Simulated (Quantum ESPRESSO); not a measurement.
# Moving one atom in Ge5GaSiP

Calculated results; nothing here was measured. They come from pw.x of Quantum ESPRESSO 7.5, a plane-wave density functional program, with PseudoDojo standard norm-conserving files (v0.5 for PBE, v0.4.1 for LDA and PBEsol). The cells are made up: elements, strain and atom displacements were drawn at random, and nothing was relaxed. There is no spin polarisation, spin-orbit coupling or dispersion term.

The cell has 8 sites of a zincblende or diamond lattice. Sites 1 to 4 hold Ge Ga Si Ge; sites 5 to 8 hold P Ge Ge Ge. Cell vectors in Å: (5.492, 0.017, -0.054); (0.017, 5.665, 0.012); (-0.054, 0.012, 5.638). Settings: PBE, cutoff 1088 eV, 6 x 6 x 6 k mesh shifted by half a step, Fermi-Dirac smearing of 0.1 eV.

Each run shifts the Si atom on site 3 along x and leaves all else fixed. Site 6 is one of its nearest neighbours. E is the free energy of the cell above the lowest run shown.

```
run,shift (Å),Fx on site 3 (eV/Å),Fx on site 6 (eV/Å),P (GPa),E (meV)
1,-0.1709,2.098,-2.334,4.97,164.6
2,-0.1262,1.563,-2.120,4.86,82.7
3,-0.0969,1.207,-1.979,4.81,42.1
4,-0.0515,0.648,-1.762,4.77,0.0
6,0.0715,-0.867,-1.196,4.85,13.6
7,0.1704,-2.044,-0.782,5.13,158.1
5,0.0277,?,?,?,?
```

A rerun of one of these cells at 1377 eV and k mesh 8 x 8 x 8 moved values by no more than 0.004 eV in the cell's energy, 0.02 GPa in stress and 0.002 eV/Å in force.

## Worked fit

A parabola through the six runs shown gives Fx on site 3 = 0.016 - 12.18 u + 0.3 u² eV/Å, with u in Å and a scatter of 0.012 eV/Å. Minus the slope, 12.18 ± 0.19 eV/Å², is this atom's force constant along x at u = 0, with its periodic images moving too. The fitted force vanishes at u = 0.001 Å, where the energy should be lowest along this line. The error is the larger of the fit's own and the change that a cubic makes, rounded up.

## Withheld run

Question: what Fx on site 3 should run 5 give?

The fit gives -0.321 eV/Å. The calculation gave -0.330 eV/Å.

| run | shift (Å) | Fx on site 3 (eV/Å) | Fx on site 6 (eV/Å) | P (GPa) | E (meV) |
| --- | --- | --- | --- | --- | --- |
| 5 | 0.0277 | -0.330 | -1.393 | 4.79 | -12.6 |